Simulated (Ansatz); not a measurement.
NMR crystallography of LiH with an H vacancy: given against relaxed positions

Start: a supercell of LiH (rock salt type, Fm-3m) built from a structure deposited in the COD, with all atoms left at the host's positions.

```yaml
crystal:
  lattice:
    - [0.00000, 6.11025, 6.11025]
    - [6.11025, 0.00000, 6.11025]
    - [6.11025, 6.11025, 0.00000]
  atoms:
    - { symbol: Li, position: [0.00000, 0.00000, 0.00000] }
    - { symbol: Li, position: [0.00000, 0.00000, 0.33333] }
    - { symbol: Li, position: [0.00000, 0.00000, 0.66667] }
    - { symbol: Li, position: [0.00000, 0.33333, 0.00000] }
    - { symbol: Li, position: [0.00000, 0.33333, 0.33333] }
    - { symbol: Li, position: [0.00000, 0.33333, 0.66667] }
    - { symbol: Li, position: [0.00000, 0.66667, 0.00000] }
    - { symbol: Li, position: [0.00000, 0.66667, 0.33333] }
    - { symbol: Li, position: [0.00000, 0.66667, 0.66667] }
    - { symbol: Li, position: [0.33333, 0.00000, 0.00000] }
    - { symbol: Li, position: [0.33333, 0.00000, 0.33333] }
    - { symbol: Li, position: [0.33333, 0.00000, 0.66667] }
    - { symbol: Li, position: [0.33333, 0.33333, 0.00000] }
    - { symbol: Li, position: [0.33333, 0.33333, 0.33333] }
    - { symbol: Li, position: [0.33333, 0.33333, 0.66667] }
    - { symbol: Li, position: [0.33333, 0.66667, 0.00000] }
    - { symbol: Li, position: [0.33333, 0.66667, 0.33333] }
    - { symbol: Li, position: [0.33333, 0.66667, 0.66667] }
    - { symbol: Li, position: [0.66667, 0.00000, 0.00000] }
    - { symbol: Li, position: [0.66667, 0.00000, 0.33333] }
    - { symbol: Li, position: [0.66667, 0.00000, 0.66667] }
    - { symbol: Li, position: [0.66667, 0.33333, 0.00000] }
    - { symbol: Li, position: [0.66667, 0.33333, 0.33333] }
    - { symbol: Li, position: [0.66667, 0.33333, 0.66667] }
    - { symbol: Li, position: [0.66667, 0.66667, 0.00000] }
    - { symbol: Li, position: [0.66667, 0.66667, 0.33333] }
    - { symbol: Li, position: [0.66667, 0.66667, 0.66667] }
    - { symbol: H, position: [0.16667, 0.16667, 0.50000] }
    - { symbol: H, position: [0.16667, 0.16667, 0.83333] }
    - { symbol: H, position: [0.16667, 0.50000, 0.16667] }
    - { symbol: H, position: [0.16667, 0.50000, 0.50000] }
    - { symbol: H, position: [0.16667, 0.50000, 0.83333] }
    - { symbol: H, position: [0.16667, 0.83333, 0.16667] }
    - { symbol: H, position: [0.16667, 0.83333, 0.50000] }
    - { symbol: H, position: [0.16667, 0.83333, 0.83333] }
    - { symbol: H, position: [0.50000, 0.16667, 0.16667] }
    - { symbol: H, position: [0.50000, 0.16667, 0.50000] }
    - { symbol: H, position: [0.50000, 0.16667, 0.83333] }
    - { symbol: H, position: [0.50000, 0.50000, 0.16667] }
    - { symbol: H, position: [0.50000, 0.50000, 0.50000] }
    - { symbol: H, position: [0.50000, 0.50000, 0.83333] }
    - { symbol: H, position: [0.50000, 0.83333, 0.16667] }
    - { symbol: H, position: [0.50000, 0.83333, 0.50000] }
    - { symbol: H, position: [0.50000, 0.83333, 0.83333] }
    - { symbol: H, position: [0.83333, 0.16667, 0.16667] }
    - { symbol: H, position: [0.83333, 0.16667, 0.50000] }
    - { symbol: H, position: [0.83333, 0.16667, 0.83333] }
    - { symbol: H, position: [0.83333, 0.50000, 0.16667] }
    - { symbol: H, position: [0.83333, 0.50000, 0.50000] }
    - { symbol: H, position: [0.83333, 0.50000, 0.83333] }
    - { symbol: H, position: [0.83333, 0.83333, 0.16667] }
    - { symbol: H, position: [0.83333, 0.83333, 0.50000] }
    - { symbol: H, position: [0.83333, 0.83333, 0.83333] }
```

Sites (sets of like atoms) are named by element and the number of their first atom in this list.

Method: Kohn–Sham DFT in Ansatz, PBE, plane waves and PAW, scalar-relativistic, collinear spin, 420 eV cutoff, Γ-centred 3×3×3 k-points, Fermi–Dirac smearing 0.01 eV. Start moments as typed (μB): 0 0.5 0 0.5 0.5 0 0 0 0 0.5 0.5 0 0.5 0 0 0 0 0 0 0 0 0 0 0 0 0 0 0 0 0 0 0 0 0 0 0 0 0 0 0 0 0 0 0 0 0 0 0 0 0 0 0 0 by atom.

The largest force at the start is 0.25 eV/Å. Relaxing the ions at fixed cell moves them by 0.063 Å at most (atom 5, Li) and 0.021 Å rms.

```csv
site,atom,moved (Å),first shell before,first shell after,V_zz before (10²¹ V/m²),η before
Li2,2,0.063,5 H at 2.04 Å,5 H at 1.98–2.04 Å,0.022,0.00
H28,28,0.001,6 Li at 2.04 Å,6 Li at 2.03–2.04 Å,-0.014,0.01
H41,41,0.003,6 Li at 2.04 Å,6 Li at 1.98–2.04 Å,<0.005,–
```

(1) What are V_zz and η after the relaxation?

## Answers

(1) 

```tsv
site	atom	V_zz after	η after	change of V_zz
Li2	2	<0.005	–	-0.02
H28	28	-0.029	0.19	-0.01
H41	41	0.027	0.00	+0.03
```

No V_zz moves by more than 0.03. Sites with |V_zz| of 0.02 or less aren't listed.

The defect repeats with the cell of 53 atoms, so it feels its images: sites between two images don't show the values beside a lone defect, and zeros or small values of η there can come from the images' arrangement.
Before: The neighbours have not yet relaxed around the defect (largest force 0.25 eV/Å), so a real crystal will differ.
After: The relaxation keeps the symmetry of the vacancy's site, so distortions that break it, Jahn–Teller ones too, aren't explored.
